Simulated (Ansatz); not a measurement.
**Collinear states of Y3V**

Level of theory: Ansatz 0.2.0, DFT PBE, scalar-relativistic, plane waves, PAW.

```cif
data_structure
_symmetry_space_group_name_H-M 'P 1'
_symmetry_Int_Tables_number 1
_cell_length_a 5.3913
_cell_length_b 5.3913
_cell_length_c 5.3913
_cell_angle_alpha 60.000
_cell_angle_beta 60.000
_cell_angle_gamma 60.000
_cell_volume 110.81
loop_
_atom_site_label
_atom_site_type_symbol
_atom_site_fract_x
_atom_site_fract_y
_atom_site_fract_z
_atom_site_occupancy
Y1 Y 0.25000 0.25000 0.25000 1
Y2 Y 0.75000 0.75000 0.75000 1
Y3 Y 0.50000 0.50000 0.50000 1
V1 V 0.00000 0.00000 0.00000 1
```

| Item | Value |
| --- | --- |
| plane-wave cutoff | 420 eV |
| Γ-centred k-mesh | 10×10×10 |
| occupation rule | Gaussian smearing, 0.1 eV |
| list of starting moments (μB, in atom order) | 0 0 0 2 |
| check for lower electronic states after the SCF | off |

All runs keep this geometry, which stands near equilibrium for the lowest state (largest force there 0.000 eV/Å, pressure 0.0 GPa) and needn't be a stable compound; relaxing each order can shift differences of a few meV. A propagation vector, in units of the reciprocal vectors, doubles the cell, which takes an equally dense mesh. The large starts are 0 0 0 3.5 μB. The small starts are 0 0 0 0.5 μB. Site moments are spin moments in atom-centred spheres that scale with the neighbour distance. The states are those that the runs reached from these starts; a lower one can exist.

Question: Starts tried: no spin; ferromagnetic; large parallel starting moments; antiferromagnetic, doubled cell, propagation vector (0, 0, 1/2); antiferromagnetic, doubled cell, propagation vector (0, 1/2, 1/2); small parallel starting moments. Which state comes out lowest, and what are the moments?

Answer: The lowest state is ferromagnetic, reached from the start “ferromagnetic” and the start “large parallel starting moments” and the start “small parallel starting moments”, with site moments (μB) Y +0.09 (×2), Y -0.13, V +2.88.

```csv
start,ends,energy above lowest (meV/atom),site moments (μB),gap on mesh (eV),P (GPa)
no spin,non-magnetic,206,none over 0.05,metal,-2.3
ferromagnetic,ferromagnetic,0.00,"Y +0.09 (×2), Y -0.13, V +2.88",metal,0.0
large parallel starting moments,ferromagnetic,0.00,"Y +0.09 (×2), Y -0.13, V +2.88",metal,0.0
"antiferromagnetic, doubled cell, propagation vector (0, 0, 1/2)",antiferromagnetic,42.2,"V +2.68, V -2.68",metal,-0.1
"antiferromagnetic, doubled cell, propagation vector (0, 1/2, 1/2)",antiferromagnetic,30.8,"Y -0.05, V +2.76, Y +0.05, V -2.76",metal,-0.2
small parallel starting moments,ferromagnetic,0.00,"Y +0.09 (×2), Y -0.13, V +2.88",metal,0.0
```

Cost: 6 runs of about 12 core-minutes in all, on Intel Xeon Processor @ 2.50GHz (Skylake/Cascade Lake) (shared hosts).